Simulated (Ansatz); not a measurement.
HfZr3S8 (P-3m1) at 2 levels of theory

One geometry, relaxed with PBE; plane waves with PAW potentials in Ansatz, scalar-relativistic. No spin polarisation. Gaps are the least over mesh and band path; pressure is positive in compression.

```cif
data_structure
_symmetry_space_group_name_H-M 'P-3m1'
_symmetry_Int_Tables_number 164
_cell_length_a 3.6763
_cell_length_b 3.6763
_cell_length_c 27.1413
_cell_angle_alpha 90.000
_cell_angle_beta 90.000
_cell_angle_gamma 120.000
_cell_volume 317.68
loop_
_atom_site_label
_atom_site_type_symbol
_atom_site_symmetry_multiplicity
_atom_site_Wyckoff_symbol
_atom_site_fract_x
_atom_site_fract_y
_atom_site_fract_z
_atom_site_occupancy
Zr1 Zr 1 a 0.00000 0.00000 0.00000 1
Zr2 Zr 2 c 0.00000 0.00000 0.24920 1
Hf1 Hf 1 b 0.00000 0.00000 0.50000 1
S1 S 2 d 0.66667 0.33333 0.19567 1
S2 S 2 d 0.66667 0.33333 0.44711 1
S3 S 2 d 0.66667 0.33333 0.69727 1
S4 S 2 d 0.66667 0.33333 0.94647 1
```

```
level  cutoff (eV)   k mesh  gap (eV)  pressure (GPa)
  PBE          420  12×12×1      1.12             0.0
```

Problem. What comes out on the same cell with r2SCAN?

Solution.
```tsv
level	cutoff (eV)	k mesh	gap (eV)	pressure (GPa)
r2SCAN	500	12×12×1	1.45	-0.6
```

Spin-orbit coupling matters for the bands of heavy elements and is left out. The cell holds layers, chains or molecules and no dispersion correction was added, so their binding is poorly described.

The cell was found from a structure generator's guess, not taken from experiment.
